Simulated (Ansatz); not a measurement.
MgZn$_{2}$O$_{3}$:
```
MgZn2O3
1.0
    3.00609     0.00000     0.00000
   -1.50304     2.60335     0.00000
    0.00000     0.00000     7.34129
Mg Zn O
1 2 3
Direct
  0.00000   0.00000   0.00000
  0.33333   0.66667   0.66830
  0.66667   0.33333   0.33170
  0.33333   0.66667   0.16136
  0.66667   0.33333   0.83864
  0.00000   0.00000   0.50000
```

Relaxed with r²SCAN. 

Problem. HSE06 on this cell (Ansatz, an electronic-structure program, PAW) gives a gap of 3.76 eV. What does r²SCAN give?

Solution. 2.62 eV.

Cost on shared cores: the r²SCAN run (SCF on a 11×11×4 mesh, then bands and DOS) about 60 core-seconds (a rough figure), the HSE06 run (SCF on 6×6×3, then a few points) very roughly 2.5 core-minutes; the tasks are unlike.

Space group P-3m1. The first step of the workflow began from a Materials Project structure, measured or hypothetical; the Crystallography Open Database copy checked does not list it. With Mg and Zn taken as one species the cell has the higher symmetry Fm-3m, so it may be an ordered model of a mixed-site phase. Whether it is the stable phase at ambient conditions was not checked. The r²SCAN relaxation kept the symmetry of its start; of distortions, only those at the zone centre were tested.

Potentials: the later of the program's two PAW sets.

Ansatz is a plane-wave DFT program.
